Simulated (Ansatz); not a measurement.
How much do the gradients of MgNb₄VO₁₂ depend on the method?

Cell: a computed structure from the Materials Project (it need not be an observed phase).

```
CELL_PARAMETERS angstrom
5.31558 0.00000 0.00000
0.01833 5.66221 0.00000
0.00699 0.66312 7.74255
ATOMIC_POSITIONS crystal
Mg 0.49929 0.92517 0.21149
Nb 0.99827 0.00553 0.00107
Nb 0.49885 0.50722 0.50358
Nb 0.00012 0.99697 0.49529
Nb 0.49596 0.49725 0.00158
V 0.99964 0.41391 0.70799
O 0.71494 0.24643 0.56858
O 0.85907 0.03222 0.26876
O 0.69857 0.83323 0.98539
O 0.82136 0.71873 0.58157
O 0.22071 0.75272 0.06895
O 0.58286 0.55358 0.26714
O 0.36611 0.53505 0.77036
O 0.81226 0.35242 0.95124
O 0.19593 0.33434 0.48024
O 0.31966 0.21768 0.08766
O 0.08796 0.04825 0.76376
O 0.31653 0.85623 0.44539
```

Atoms are numbered from 1 in the order listed; like atoms form one site, named after its first atom.

First run. The numbers come from a DFT calculation in Ansatz (PBE, plane waves and PAW, scalar-relativistic, collinear spin, 420 eV cutoff, Γ-centred 5×4×3 k-points, Fermi–Dirac smearing 0.02 eV). Start moments as typed (μB): 3 on each V, none on the rest.

| site | atom | V_zz (10²¹ V/m²) | η | m (μB) |
| --- | --- | --- | --- | --- |
| Mg | 1 | 0.56 | 0.23 | 0.00 |
| Nb2 | 2 | 4.38 | 0.25 | 0.03 |
| Nb4 | 4 | 0.41 | 0.98 | 0.06 |
| Nb5 | 5 | 1.06 | 0.96 | 0.07 |
| V | 6 | 0.79 | 0.42 | 1.92 |
| O7 | 7 | -3.03 | 0.14 | 0.00 |
| O9 | 9 | 2.52 | 0.50 | 0.00 |
| O10 | 10 | -2.95 | 0.16 | 0.00 |
| O11 | 11 | 2.88 | 0.46 | 0.00 |
| O12 | 12 | 2.64 | 0.49 | 0.00 |
| O13 | 13 | -3.00 | 0.19 | 0.00 |
| O14 | 14 | -3.03 | 0.26 | -0.01 |
| O15 | 15 | -3.18 | 0.15 | 0.00 |
| O17 | 17 | -3.15 | 0.18 | 0.00 |

Second run. The same atoms and settings, except that the functional is r2SCAN and the cutoff is 500 eV.

(1) Given the first result, estimate the second.

## Answers

(1) 

```json
{"site": "Mg", "atom": "1", "V_zz": "0.56", "η": "0.23", "change of V_zz": "0.00", "m (μB)": "0.00"}
{"site": "Nb2", "atom": "2", "V_zz": "4.31", "η": "0.26", "change of V_zz": "-0.07", "m (μB)": "0.03"}
{"site": "Nb4", "atom": "4", "V_zz": "-0.57", "η": "0.41", "change of V_zz": "–", "m (μB)": "0.04"}
{"site": "Nb5", "atom": "5", "V_zz": "1.09", "η": "0.78", "change of V_zz": "+0.03", "m (μB)": "0.05"}
{"site": "V", "atom": "6", "V_zz": "1.04", "η": "0.27", "change of V_zz": "+0.25", "m (μB)": "2.04"}
{"site": "O7", "atom": "7", "V_zz": "-2.84", "η": "0.27", "change of V_zz": "+0.19", "m (μB)": "0.00"}
{"site": "O9", "atom": "9", "V_zz": "2.71", "η": "0.42", "change of V_zz": "+0.19", "m (μB)": "0.00"}
{"site": "O10", "atom": "10", "V_zz": "-2.86", "η": "0.31", "change of V_zz": "+0.09", "m (μB)": "0.00"}
{"site": "O11", "atom": "11", "V_zz": "3.06", "η": "0.41", "change of V_zz": "+0.18", "m (μB)": "0.00"}
{"site": "O12", "atom": "12", "V_zz": "2.81", "η": "0.42", "change of V_zz": "+0.17", "m (μB)": "0.00"}
{"site": "O13", "atom": "13", "V_zz": "-2.93", "η": "0.32", "change of V_zz": "+0.07", "m (μB)": "0.00"}
{"site": "O14", "atom": "14", "V_zz": "-2.93", "η": "0.42", "change of V_zz": "+0.10", "m (μB)": "0.00"}
{"site": "O15", "atom": "15", "V_zz": "-3.00", "η": "0.28", "change of V_zz": "+0.18", "m (μB)": "0.00"}
{"site": "O17", "atom": "17", "V_zz": "-2.96", "η": "0.24", "change of V_zz": "+0.19", "m (μB)": "0.00"}
```

The largest change of V_zz along a kept axis is on V, from 0.79 to 1.04. The whole tensor moves most on O7, by 0.63 along its most changed direction. In per cent, |V_zz| changes by +1 on Mg, -2 to +3 on Nb, +32 on V, -6 to +7 on O (all sites that start above 0.5). Where |V_zz| stays above 0.1 and the axes keep their order, η moves most on Nb5, from 0.96 to 0.78. On O17, O7 V_xx and V_yy change places (or their axes turn by over 50°), so the two values of η hide a larger change. On Nb4 the largest principal value lies along another axis in the second run, so the two V_zz can't be compared directly. The table leaves out 4 of the 18 sites, with |V_zz| up to 3.52; their tensors move by 0.18 at most along any direction. The statements above cover all sites.

The largest force is 0.6 eV/Å, so the atoms aren't at the calculated equilibrium and relaxing them would move these values. Without spin–orbit coupling (the program notes it for Nb) the gradients can shift somewhat, as the gap is small. All moments are parallel here, as the start or the cell imposes; many such compounds order antiparallel, where fields and spin densities carried over to other atoms largely cancel. The magnetic order is the one that the run reached from its start moments, not necessarily the measured one.
For the first run: At this cell the PBE pressure is -5 GPa, so with PBE the cell would shrink if it were relaxed. The entry's cell may itself be off. With a gap of 0.5 eV on this mesh, small gradients can still move by 0.1 × 10²¹ V/m² or more as the k-mesh gets denser.
For the second run: At this cell the r2SCAN pressure is -9 GPa, so with r2SCAN the cell would shrink if it were relaxed. The entry's cell may itself be off. The program didn't check the stability of this electronic state in full, so a lower one may lie near. With a gap of 0.7 eV on this mesh, small gradients can still move by 0.1 × 10²¹ V/m² or more as the k-mesh gets denser.
